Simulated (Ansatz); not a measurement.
BaCuTeF:
```
CELL_PARAMETERS angstrom
      4.42003     0.00000     0.00000
      0.00000     4.42003     0.00000
      0.00000     0.00000     9.42706
ATOMIC_POSITIONS crystal
  Ba 0.00000 0.50000 0.65668
  Ba 0.50000 0.00000 0.34332
  Cu 0.00000 0.00000 0.00000
  Cu 0.50000 0.50000 0.00000
  Te 0.50000 0.00000 0.84024
  Te 0.00000 0.50000 0.15976
  F  0.50000 0.50000 0.50000
  F  0.00000 0.00000 0.50000
```

Relaxed with r²SCAN.

Problem. Give the optical modes at the zone centre with their infrared activity from DFPT, the program Ansatz at the r²SCAN level (PAW).

Solution. Transverse frequencies, without the LO–TO term; a row sums one degenerate level.

| ω (cm⁻¹) | degeneracy | IR ((D/Å)²/amu) | activity | symmetry |
|---|---|---|---|---|
| 27i | 2 | 0.00 | IR-inactive | Eg |
| 69 | 2 | 0.27 | IR | Eu |
| 71 | 1 | 1.77 | IR | A2u |
| 89 | 2 | 0.00 | IR-inactive | Eg |
| 99 | 1 | 0.00 | IR-inactive | B1g |
| 114 | 2 | 7.20 | IR | Eu |
| 115 | 1 | 0.00 | IR-inactive | A1g |
| 125 | 1 | 1.91 | IR | A2u |
| 135 | 2 | 0.00 | IR-inactive | Eg |
| 141 | 1 | 0.00 | IR-inactive | A1g |
| 198 | 2 | 14.78 | IR | Eu |
| 200 | 1 | 0.00 | IR-inactive | B1g |
| 239 | 2 | 0.00 | IR-inactive | Eg |
| 249 | 1 | 16.51 | IR | A2u |

Problem. How high does the top mode go among those that the LO–TO term moves?

Solution. 232 cm⁻¹ for q along x, 232 cm⁻¹ for q along y, 328 cm⁻¹ for q along z.

Space group P4/nmm. The first step of the workflow began from a Materials Project structure, measured or hypothetical; the Crystallography Open Database copy checked does not list it. Whether it is the stable phase at ambient conditions was not checked. The r²SCAN relaxation kept the symmetry of its start; phonons show weakly imaginary modes. No spin polarisation was allowed. No Hubbard U is applied. Spin–orbit coupling is left out wherever it is not named.

Potentials: the earlier of the program's two PAW sets. The files were generated under PBE; for other functionals the program regenerates the frozen cores, and for LDA and PBEsol the local potential too.
